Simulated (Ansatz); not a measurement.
TaRu$_{3}$ (Cu3Au type, Pm-3m), a = b = c = 3.854 Å, α = β = γ = 90.00°.

Relaxed with PBEsol.

Which orbitals make up the states near the Fermi level in DFT-PBEsol in the program Ansatz with PAW potentials?

Within 0.5 eV of the Fermi level: Ru 4d 78 %, Ta 5d 11 %. Projections are on Löwdin-orthogonalised atomic valence shells; empty p or d shells of many metals are not among them.

Tabulate the density of states.

States/eV per cell of 4 atoms, in 0.25 eV bins, energy from the Fermi level.

```
E (eV)  total  Ru 4d  Ta 5d  Ru 5s
------  -----  -----  -----  -----
-7.85    0.06   0.00   0.00   0.04
-7.60    0.14   0.00   0.00   0.09
-7.35    0.19   0.00   0.00   0.12
-7.10    0.24   0.00   0.00   0.15
-6.85    0.29   0.01   0.00   0.18
-6.60    0.35   0.01   0.01   0.21
-6.35    0.42   0.02   0.01   0.24
-6.10    0.52   0.04   0.02   0.28
-5.85    0.85   0.22   0.07   0.33
-5.60    2.15   1.04   0.24   0.47
-5.35    3.28   1.80   0.46   0.55
-5.10    4.24   2.69   0.64   0.55
-4.85    5.95   4.02   0.83   0.78
-4.60    6.19   4.42   0.94   0.58
-4.35    5.75   4.31   0.90   0.37
-4.10    5.04   3.92   0.76   0.26
-3.85    4.03   3.22   0.55   0.19
-3.60    3.72   3.07   0.45   0.11
-3.35    4.81   3.88   0.68   0.12
-3.10    4.54   3.71   0.59   0.13
-2.85    4.20   3.48   0.46   0.15
-2.60    4.47   3.68   0.46   0.20
-2.35    4.89   3.95   0.52   0.27
-2.10    4.47   3.53   0.47   0.31
-1.85    6.28   4.91   0.83   0.32
-1.60    7.28   5.79   0.99   0.30
-1.35    7.20   5.74   1.00   0.27
-1.10    4.58   3.44   0.71   0.24
-0.85    5.19   3.97   0.80   0.18
-0.60    5.09   4.08   0.62   0.16
-0.35    5.53   4.44   0.62   0.17
-0.10    4.64   3.55   0.59   0.17
0.15     4.07   3.08   0.50   0.15
0.40     3.31   2.64   0.32   0.11
0.65     2.29   1.84   0.20   0.07
0.90     1.68   1.32   0.17   0.06
1.15     1.47   1.19   0.16   0.04
1.40     1.90   1.55   0.25   0.04
1.65     2.40   2.01   0.30   0.03
1.90     1.70   1.35   0.26   0.03
2.15     3.26   1.40   1.67   0.10
2.40     5.66   2.14   3.19   0.13
2.65     5.54   2.20   2.83   0.20
2.90     3.29   1.25   1.66   0.19
3.15     3.25   1.27   1.69   0.16
3.40     3.62   1.51   1.67   0.28
3.65     4.80   2.09   2.02   0.48
3.90     3.03   1.17   1.18   0.44
4.15     2.42   0.79   0.84   0.55
4.40     1.89   0.53   0.71   0.40
```

The workflow started from a Materials Project entry (that database holds measured and hypothetical structures alike); the Crystallography Open Database copy checked does not list it. Its standing as an ambient phase is unchecked. The PBEsol relaxation kept the symmetry of its start; its stability against distortions is not shown here. The run is not spin-polarised. Spin–orbit coupling is left out wherever it is not named.

Potentials: the later of the program's two PAW sets.
